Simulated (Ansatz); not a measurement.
Relaxed BN (h-BN type, space group P6_3/mmc):

```
BN
1.0
    2.49975     0.00000     0.00000
   -1.24987     2.16485     0.00000
    0.00000     0.00000     6.52535
B N
2 2
Direct
  0.33333   0.66667   0.25000
  0.66667   0.33333   0.75000
  0.33333   0.66667   0.75000
  0.66667   0.33333   0.25000
```

In this cell atom 1 (B, nearest neighbour N at 1.443 Å; its periodic images, 2.5 Å or more away, move with it) is moved by s towards the nearest neighbour, unit vector (0.866, -0.500, 0.000); all other atoms and the cell stay fixed.

These are r2SCAN+rVV10 (plane waves to 500 eV, PAW, scalar-relativistic; Ansatz, a first-principles code) values and carry that method's errors. k mesh 12×12×4 (Γ-centred), Fermi-Dirac smearing 0.05 eV. E stands for the smeared free energy. Left out: 1 of 11 points, with atoms too close for the PAW data. BN was relaxed with its symmetry unable to fall. The PAW data are Ansatz's earlier set. ΔE is measured from the undisplaced structure.

```csv
s (Å),ΔE (meV/cell)
-0.290,1236
-0.232,863
-0.174,525
-0.116,250
-0.058,67
0.000,0
0.058,75
0.116,321
0.174,771
0.232,1475
```

Q: What force constant k = d²E/ds² at s = 0 does the table give?

A: 42 eV/Å². It is the second difference of the nearest points, corrected with the next pair.

Q: With k = 42.20 eV/Å² from the forces, is the well harmonic out to s = 0.232 Å?

A: ½ks² = 1136 meV/cell against the computed 1475 meV/cell, so the well is stiffer than harmonic there.

(A displaced cell: forces are minus the slopes of the energy, force constants its curvatures, and phonons follow from these.)
